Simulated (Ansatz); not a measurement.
Phonons of KTaO3 (cubic perovskite) at Γ, X = (0.5, 0.0, 0.0), M = (0.5, 0.5, 0.0), R = (0.5, 0.5, 0.5).

KTaO3 (cubic perovskite)

```
CELL_PARAMETERS angstrom
      4.02438     0.00000     0.00000
      0.00000     4.02438     0.00000
      0.00000     0.00000     4.02438
ATOMIC_POSITIONS crystal
  K  0.00000 0.00000 0.00000
  Ta 0.50000 0.50000 0.50000
  O  0.00000 0.50000 0.50000
  O  0.50000 0.50000 0.00000
  O  0.50000 0.00000 0.50000
```

Calculation: PBE (plane waves to 420 eV, PAW, scalar-relativistic; Ansatz, a first-principles code). Harmonic phonons by density-functional perturbation theory on a 6×6×6 k mesh, in cm⁻¹; i marks imaginary ones, q is in fractions of the reciprocal vectors of the cell shown, and the three acoustic modes at Γ are left out. The non-analytic (LO-TO) term is not included, so polar modes at Γ have their transverse values. The program warned that its band solver left a few bands short of their tolerance. KTaO3 is run without spin polarisation. KTaO3 was relaxed with its symmetry unable to fall. Spin-orbit coupling is left out, though Ta is heavy.

```json
[
 {"q": "Γ", "wavenumbers (cm⁻¹)": "88i (×3), 178 (×3), 263 (×3), 503 (×3)"},
 {"q": "X = (0.5, 0.0, 0.0)", "wavenumbers (cm⁻¹)": "21i (×2), 160 (×2), 165 (×2), 187, 201, 285, 328 (×2), 417, 470 (×2), 804"},
 {"q": "M = (0.5, 0.5, 0.0)", "wavenumbers (cm⁻¹)": "20, 146 (×2), 160, 162, 234 (×2), 328 (×2), 350 (×2), 417, 438, 533, 852"},
 {"q": "R = (0.5, 0.5, 0.5)", "wavenumbers (cm⁻¹)": "156 (×3), 175 (×3), 251 (×3), 422 (×3), 498 (×2), 885"}
]
```

The structure is unstable at this level: the lowest mode is 88i cm⁻¹ at Γ. KTaO3 is measured in this form, so the imaginary mode is a miss of this level unless the crystal transforms on cooling or is held by pressure.

Highest mode: 885 cm⁻¹ at R = (0.5, 0.5, 0.5).
